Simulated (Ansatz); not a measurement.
KMgH3 (cubic perovskite, Pm-3m) at seven volumes, the program Ansatz at the HSE06 level (PAW), scaled uniformly. One row is withheld.

| V (Å³/atom) | P (GPa) |
|---|---|
| 11.644 | 4.12 |
| 12.028 | 2.55 |
| 12.412 | 1.19 |
| 12.796 | 0.00 |
| 13.180 | ? |
| 13.564 | -1.92 |
| 13.948 | -2.71 |

Task: Fit the shown pressures and predict the withheld one.

Result: P = (3/2)B₀(x^(7/2) − x^(5/2))[1 + (3/4)(B′ − 4)(x − 1)] with x = (V₀/V)^(2/3). Least squares on the six rows gives V₀ = 12.797 Å³/atom, B₀ = 36.8 GPa, B′ = 3.63. At V = 13.180, x = 0.9805 and P = -1.03 GPa. The run itself gave -1.03 GPa.

The workflow started from a Materials Project entry (that database holds measured and hypothetical structures alike); the Crystallography Open Database files this formula in space group No. 221, but the cells were not matched. Its standing as an ambient phase is unchecked. The cell was relaxed with HSE06 under the symmetry of its start; whether a distortion lowers the energy is not shown.

Potentials: the later of the program's two PAW sets.
